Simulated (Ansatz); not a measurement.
## Lattice vibrations of VMo3S8 at Γ

Method: DFT PBE, scalar-relativistic, plane waves, PAW (Ansatz). Plane waves to 420 eV; Γ-centred k mesh 12×12×2; Gaussian smearing of 0.20 eV. Collinear spin, site moments 0.7, 0.0, 0.0, 0.0, 0.0, 0.0, 0.0, 0.0, 0.0, 0.0, 0.0, 0.0 μB. Phonons by linear response, acoustic sum rule imposed.

Relaxed structure:
```yaml
crystal:
  lattice:
    - [3.18427, 0.00000, 0.00000]
    - [-1.59213, 2.75765, 0.00000]
    - [0.00000, 0.00000, 29.31267]
  atoms:
    - { symbol: V, position: [0.00000, 0.00000, 0.00000] }
    - { symbol: Mo, position: [0.00000, 0.00000, 0.50000] }
    - { symbol: Mo, position: [0.00000, 0.00000, 0.24377] }
    - { symbol: Mo, position: [0.00000, 0.00000, 0.75623] }
    - { symbol: S, position: [0.33333, 0.66667, 0.05066] }
    - { symbol: S, position: [0.33333, 0.66667, 0.55331] }
    - { symbol: S, position: [0.66667, 0.33333, 0.19047] }
    - { symbol: S, position: [0.66667, 0.33333, 0.70292] }
    - { symbol: S, position: [0.66667, 0.33333, 0.29708] }
    - { symbol: S, position: [0.66667, 0.33333, 0.80953] }
    - { symbol: S, position: [0.33333, 0.66667, 0.94934] }
    - { symbol: S, position: [0.33333, 0.66667, 0.44669] }
```

The cell was found from a structure generator's guess, not taken from experiment. In a metal, frequencies depend on the k mesh and the smearing, soft modes most. No dispersion correction is applied, so modes and constants that involve weak contacts between layers, chains or molecules come out too soft.

**Question.** Is this structure stable against zone-centre distortions?

**Answer.** Yes, at Γ: no optical mode is imaginary. Strains and other wave vectors aren't tested by this run.

**Question.** List the optical modes at Γ (i marks imaginary ones).

**Answer.**
| frequency (cm⁻¹) | degeneracy |
| --- | --- |
| ≈0 | 2 |
| ≈0 | 2 |
| ≈0 | 2 |
| 7 | 1 |
| 7 | 1 |
| 11 | 1 |
| 199 | 2 |
| 276 | 4 |
| 276 | 2 |
| 346 | 2 |
| 362 | 1 |
| 373 | 2 |
| 373 | 4 |
| 396 | 1 |
| 396 | 1 |
| 396 | 1 |
| 414 | 1 |
| 457 | 1 |
| 457 | 1 |
| 458 | 1 |
